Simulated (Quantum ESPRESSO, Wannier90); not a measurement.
## Se (P3₁21), plane waves to Wannier functions

Materials Project entry mp-14; symmetrised, unrelaxed at this level. COD (Crystallography Open Database) has the formula in 4 space groups, this one among them (matched by group alone). Level: PBEsol, no spin polarisation, no spin-orbit coupling; pw.x of Quantum ESPRESSO at 69 Ry with PseudoDojo potentials, 6×6×6 k-points, Wannier90. Density: 12×12×6 mesh, cold smearing 0.01 Ry. The cell is built of weakly bound layers, chains or molecules, whose nearest atoms lie 3.56 Å apart. Database cells relaxed without dispersion often hold them too far apart, which can enlarge gaps and weakens couplings between them; spacing and stacking were not compared with the measured crystal. Spin-orbit coupling, left out, would split the p-like bands by a few tenths of an eV.

```
begin unit_cell_cart
ang
    4.5048201908    0.0000000000    0.0000000000
   -2.2524100954    3.9012887247    0.0000000000
    0.0000000000    0.0000000000    4.9788000000
end unit_cell_cart
mp_grid = 6 6 6
```

Neighbour vectors b of the finite-difference formula (Å⁻¹), by shell:

```
shell       b_x       b_y       b_z
-----  --------  --------  --------
1       0.00000   0.00000   0.21033
1       0.00000   0.00000  -0.21033
2       0.00000   0.26842   0.00000
2       0.23246   0.13421   0.00000
2       0.00000  -0.26842   0.00000
2       0.23246  -0.13421   0.00000
2      -0.23246  -0.13421   0.00000
2      -0.23246   0.13421   0.00000
```

Task: Find the weights w_b from the completeness condition Σ_b w_b b_α b_β = δ_αβ.

Result: Shell 1: Σ b_x² = 0.000, Σ b_y² = 0.000, Σ b_z² = 0.088 Å⁻²
Shell 2: Σ b_x² = 0.216, Σ b_y² = 0.216, Σ b_z² = 0.000 Å⁻²
Each of the three diagonal sums, weighted, has to give 1 and the off-diagonal ones 0, which holds for w_1 = 11.3 Å², w_2 = 4.63 Å². Check on xx: 11.30×0.000 + 4.63×0.216 = 1.00.

On this mesh the 9 functions of bands 16-24 (valence bands; start: SCDM (isolated), conv_tol = 1.0e-7) end with spreads 1.8718, 1.8712, 1.8711, 1.8711, 1.8712, 1.8705, 1.7209, 1.7209, 1.7209 Å², Ω_I = 14.7133 Å² and Ω_D = 0.0407 Å².

Ω_total is the sum of the spreads, 16.390 Å². Ω_OD = Ω_total − Ω_I − Ω_D = 1.636 Å². Only (Ω_D + Ω_OD)/Ω_total = 10.2 % depends on the gauge, and another start could lower the total by that share at most. The rms radius is √(Ω_total/9) = 1.35 Å.
